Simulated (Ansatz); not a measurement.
# Nb₄CoP, a strained cell with displaced atoms

```
CELL_PARAMETERS angstrom
6.08453 0.00813 0.00467
0.00813 6.07278 -0.00539
0.00381 -0.00440 4.94853
ATOMIC_POSITIONS crystal
P 0.48921 0.49517 0.23883
P 0.49992 0.50590 0.73795
Co 0.00129 0.99002 0.24782
Co 0.00292 0.00321 0.74590
Nb 0.16601 0.68060 0.01123
Nb 0.33435 0.16469 0.01701
Nb 0.83728 0.33966 0.99384
Nb 0.67135 0.82635 0.00373
Nb 0.15366 0.34021 0.49500
Nb 0.32469 0.84068 0.50114
Nb 0.82973 0.66395 0.50114
Nb 0.66061 0.16237 0.50014
```

Single point in Ansatz 0.2.0 with m-r2SCAN, no spin polarisation. Cutoff 500 eV, PAW datasets, 3×3×4 (shifted by 0, 0.5, 0.5 steps) k mesh, fermi-dirac filling (width 0.0821 eV).

Task: What do density and ELF say about some of the short contacts?

Result: Co–Nb at 2.43 Å: least valence density 0.49 e/Å³ and ELF 0.28 there. Co–Co at 2.47 Å: least valence density 0.39 e/Å³ and ELF 0.38 there. Both are smooth PAW fields, read partly inside the augmentation spheres.

Task: Is there a gap?

Result: It is a metal, with about 9.2 states/eV a cell as the mean within 0.25 eV of the Fermi level, mostly Nb d (71 %) and Co d (16 %).

Task: Where is the largest force?

Result: The largest is on Nb5: 1.62 eV/Å, components (-0.74, -1.19, -0.81). It makes 128° with the line to a nearest neighbour, Co3 at 2.43 Å.

Task: What does the stress say?

Result: The pressure is 6.5 GPa (compression positive), so with the atoms held at these fractions the cell would first expand; the forces are large, so a full relaxation may end otherwise. The principal stresses 5.7, 6.3, 7.3 GPa differ, so its shape would change too.

Origin: a strained cell with displaced atoms, so it need not be a known compound. Caveats: no spin polarisation, so a magnetic state may lie lower; the k mesh is coarse if the cell is a metal; atoms or cell far from equilibrium; m-r2SCAN is r2SCAN with a changed spin dependence that lowers moments.
